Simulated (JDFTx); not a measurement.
- surface = Cu(100)
- bulk = Cu, Fm-3m, lattice of mp-30 (not re-optimised)
- slab = 5 atoms in 5 planes, (1×1), 7.2 Å between the outermost planes
- in-plane cell = 2.530 × 2.530 Å, 6.40 Å²
- cell height = 26.2 Å
- sampling = 8×8×1 k mesh, Fermi smearing 0.01 Ha, no spin polarisation

Adsorbate: N on both faces at 1.00 monolayer, started bridge and relaxed in vacuum, keeping the symmetry of the start.

Computed with a modified build of JDFTx: PBE, GBRV ultrasoft potentials, plane waves to 20/100 Ha. The adsorption energy per N is [E(slab + 2 N) − E(slab)]/2 − (½ E(N2)), with the gas molecules relaxed at the same level and slab energies taken as (E + F)/2, the usual estimate of zero smearing. These are electronic energies without vibrational corrections. Both faces are alike, and the cell allows no reconstruction beyond its size.

Question: Predict the adsorption energy and the geometry, and the change of the work function.

Answer: 2.29 eV. N sits 0.63 Å above the highest substrate atom, bound to 4 Cu at 1.90 Å. The work function goes from 4.60 to 6.27 eV. In CANDLE, water, 1 M NaF, at zero charge, the adsorption energy is 2.29 eV and the potential of zero charge moves from -0.15 to 1.67 V vs SHE (4.44 V convention).
